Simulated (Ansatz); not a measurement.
CuNi₂: rattling a relaxed structure

It was reached by relaxing an invented guess, and it needn't be the stable form of this composition.

Computed with DFT PBE, scalar-relativistic, plane waves, PAW (Ansatz 0.2.0). Settings: cutoff 420 eV, Γ-centred mesh 18×18×4 on the computed 6-atom cell, Gaussian smearing of 0.10 eV; collinear spin from starting moments 0.0 0.0 -0.8 -0.6 -0.6 0.0 μB.

The cell below (6 atoms, space group P-6m2 (No. 187)) is relaxed within its symmetry.

```yaml
crystal:
  lattice:
    - [2.49959, 0.00000, 0.00000]
    - [-1.24980, 2.16471, 0.00000]
    - [0.00000, 0.00000, 12.43269]
  atoms:
    - { symbol: Cu, position: [0.00000, 0.00000, 0.16789] }
    - { symbol: Cu, position: [0.00000, 0.00000, 0.83211] }
    - { symbol: Ni, position: [0.00000, 0.00000, 0.50000] }
    - { symbol: Ni, position: [0.33333, 0.66667, 0.33701] }
    - { symbol: Ni, position: [0.33333, 0.66667, 0.66299] }
    - { symbol: Ni, position: [0.33333, 0.66667, 0.00000] }
```

For the test a repeat of it with 12 atoms (edges 2.50, 4.33, 12.43 Å) was strained at random (σ = 1.5 % a component), the atoms were moved at random (σ = 0.05 Å), and all was relaxed again on a coarse 8×6×2 mesh (in the run’s order of axes) with 0.20 eV smearing, with no symmetry imposed.

Another magnetic order may lie lower.

Question: Is the structure stable against such a distortion?

Answer: It returns, within 1 meV/atom of the unmoved cell on that mesh and with the same symmetry when read at 0.1 Å (Cm at 0.01 Å, so small strains and shifts remain). No instability shows in this cell; modes of other wave vectors, which need another repeat, aren't tested.
